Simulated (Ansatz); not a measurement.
ZnO:
```
CELL_PARAMETERS angstrom
      3.18669     0.00000     0.00000
     -1.59335     2.75976     0.00000
      0.00000     0.00000     5.15258
ATOMIC_POSITIONS crystal
  Zn 0.66667 0.33333 0.00179
  Zn 0.33333 0.66667 0.50179
  O  0.66667 0.33333 0.62341
  O  0.33333 0.66667 0.12341
```

Relaxed with LDA. Special points in fractions of this cell's reciprocal vectors: Γ (0.000, 0.000, 0.000); M (0.500, 0.000, 0.000); K (0.333, 0.333, 0.000); A (0.000, 0.000, 0.500); L (0.500, 0.000, 0.500); H (0.333, 0.333, 0.500).

### Question
List the band energies nearest the valence-band maximum at these points for LDA (plane waves, PAW; program Ansatz).

### Answer
In eV from the valence-band maximum; about four levels below and three above (degenerate sets whole), none deeper than 8.9 eV; points with the same levels are listed once.

| k | below | above |
|---|---|---|
| Γ | -0.86 -0.86 -0.11 0.00 0.00 | 0.80 5.29 8.19 |
| M | -3.02 -2.45 -1.40 -0.90 | 5.88 6.79 7.46 |
| K | -3.65 -3.65 -2.07 -2.07 -1.87 | 7.47 7.88 7.88 |
| A | -0.43 -0.43 -0.43 -0.43 | 3.49 3.49 10.06 10.06 |
| L | -1.63 -1.63 -1.50 -1.50 | 5.65 5.65 8.57 8.57 |
| H | -2.88 -2.88 -1.37 -1.37 | 7.92 7.92 8.08 8.08 |

Space group P6_3mc (wurtzite). The cell was relaxed with LDA under the symmetry of its start; phonons on a q-mesh show no instability.

Potentials: the later of the program's two PAW sets.
